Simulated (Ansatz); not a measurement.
# LuAlN$_{2}$, first-principles data

LuAlN₂:
```yaml
crystal:
  lattice:
    - [5.90863, 0.00000, 0.00000]
    - [0.00000, 6.94081, 0.00000]
    - [0.00000, 0.00000, 5.22480]
  atoms:
    - { symbol: Lu, position: [0.59933, 0.87724, 0.98017] }
    - { symbol: Lu, position: [0.40067, 0.12276, 0.48017] }
    - { symbol: Lu, position: [0.90067, 0.37724, 0.48017] }
    - { symbol: Lu, position: [0.09933, 0.62276, 0.98017] }
    - { symbol: Al, position: [0.07280, 0.12634, 0.99604] }
    - { symbol: Al, position: [0.92720, 0.87366, 0.49604] }
    - { symbol: Al, position: [0.42720, 0.62634, 0.49604] }
    - { symbol: Al, position: [0.57280, 0.37366, 0.99604] }
    - { symbol: N, position: [0.60572, 0.85322, 0.41178] }
    - { symbol: N, position: [0.39428, 0.14678, 0.91178] }
    - { symbol: N, position: [0.89428, 0.35322, 0.91178] }
    - { symbol: N, position: [0.10572, 0.64678, 0.41178] }
    - { symbol: N, position: [0.54952, 0.39650, 0.35803] }
    - { symbol: N, position: [0.45048, 0.60350, 0.85803] }
    - { symbol: N, position: [0.95048, 0.89650, 0.85803] }
    - { symbol: N, position: [0.04952, 0.10350, 0.35803] }
```

Space group Pna2_1 (No. 33); conventional cell a = 5.9086 Å, b = 6.9408 Å, c = 5.2248 Å, α = β = γ = 90.00°.

Method: PBE (plane waves, PAW; program Ansatz). Geometry: relaxed at this level of theory. Other levels are named where they apply.

### Cell and energy

```json
{
 "volume_per_atom": "13.39 Å³",
 "density": "7.13 g/cm³",
 "Formation energy from the elements (no fitted shifts)": "-1.39 eV/atom"
}
```

### Electronic structure

```json
{
 "band_gap": "2.91 eV (direct)",
 "valence_band_maximum": "at Γ",
 "conduction_band_minimum": "at Γ",
 "electron_effective_mass": "0.27, 0.29, 0.31 mₑ (principal values)",
 "hole_effective_mass": "1.0, 2.1, 2.2 mₑ (principal values)"
}
```

The start of the workflow was typed in or built on a structure type; neither database checked (COD, Materials Project) lists it. Its standing as an ambient phase is unchecked. The PBE relaxation kept the symmetry of its start; its stability against distortions is not shown here. The references are the lowest solids computed at this level, not always the standard phases (solids in place of the gases). Scalar-relativistic: spin–orbit coupling is off unless named, which matters more the heavier the elements.

Potentials: the earlier of the program's two PAW sets.
